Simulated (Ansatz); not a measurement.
**GePd: do energies and stresses tell the same story?**

Computed with DFT PBEsol, scalar-relativistic, plane waves, PAW (Ansatz).

Cutoff 420 eV; k points 6×10×6 on the computed 8-atom cell (Γ-centred); Gaussian smearing, width 0.10 eV; no spin polarisation.

Relaxed cell: Pnma, a = 5.770 Å, b = 3.523 Å, c = 6.226 Å, α = 90.00°, β = 90.00°, γ = 90.00°, 8 atoms in the primitive cell. Whether it is the stable form of this composition wasn't checked.

Energies at zero smearing and pressures from the stress tensor, at volumes with shape and atoms relaxed:
```
V (Å³/atom) E − E(first) (meV/atom) P (GPa)
     14.395                     0.00    17.37
     14.869                   -40.85    10.50
     15.344                   -63.10     4.76
     15.818                   -69.88    -0.01
     16.293                   -63.80    -3.96
     16.767                   -47.09    -7.22
     17.400                   -11.50   -10.66
```

Question: Check P = −dE/dV between neighbouring volumes, and get the bulk modulus from the pressures alone.

Answer: With 1 eV/Å³ = 160.2 GPa:
| middle V (Å³/atom) | −ΔE/ΔV (GPa) | mean P (GPa) |
| --- | --- | --- |
| 14.632 | 13.791 | 13.934 |
| 15.107 | 7.513 | 7.630 |
| 15.581 | 2.289 | 2.376 |
| 16.056 | -2.052 | -1.986 |
| 16.530 | -5.642 | -5.589 |
| 17.084 | -9.012 | -8.939 |

The two differ by 0.14 GPa at most. The mean of two end pressures misses the average over a step by about ΔV² P″/12, up to 0.10 GPa here; with that taken off 0.04 GPa remains, from the smearing term (the stress is the derivative of the free energy), the finite cutoff, the mesh or the relaxation's tolerance. Around V = 15.818 Å³/atom, the two neighbours give B = −V ΔP/ΔV = 15.818 × 8.72 / 0.949 = 145.4 GPa, against B0 = 143.9 GPa from the Birch–Murnaghan fit of the energies.

1 further run of this set didn't finish or converge.